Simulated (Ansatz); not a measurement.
Consider the following.

Ni3Sn4:
```xyz
7
Lattice="6.0560 2.0167 0.0000 -6.0560 2.0167 0.0000 -1.3695 0.0000 5.0035" Properties=species:S:1:pos:R:3 pbc="T T T"
Ni     0.0000     0.0000     0.0000
Ni     2.5307     2.0167     3.3228
Ni    -3.9003     2.0167     1.6806
Sn     0.4491     2.0167     1.5657
Sn    -1.8186     2.0167     3.4378
Sn     3.7235     2.0167     0.9453
Sn    -5.0930     2.0167     4.0582
```

This is the PBEsol-relaxed structure.

### Question
All from PBEsol in the plane-wave PAW code Ansatz, unless another level is named. Give the density of states at the Fermi level.

### Answer
0.40 states/eV per atom (mean over ±0.08 eV).

### Question
Give the formation energy from the elements (no fitted shifts).

### Answer
-0.27 eV/atom.

Space group C2/m. The first step of the workflow began from a Materials Project structure, measured or hypothetical; the Crystallography Open Database files this formula in space group No. 12, but the cells were not matched. Its standing as an ambient phase is unchecked. The cell was relaxed with PBEsol under the symmetry of its start; whether a distortion lowers the energy is not shown. No spin polarisation was allowed. The program gave a warning on the electronic state, which may not be the lowest. The references are the lowest solids computed at this level, not always the standard phases. Spin–orbit coupling is left out wherever it is not named.

Potentials: the earlier of the program's two PAW sets. The files were generated under PBE; for other functionals the program regenerates the frozen cores, and for LDA and PBEsol the local potential too.
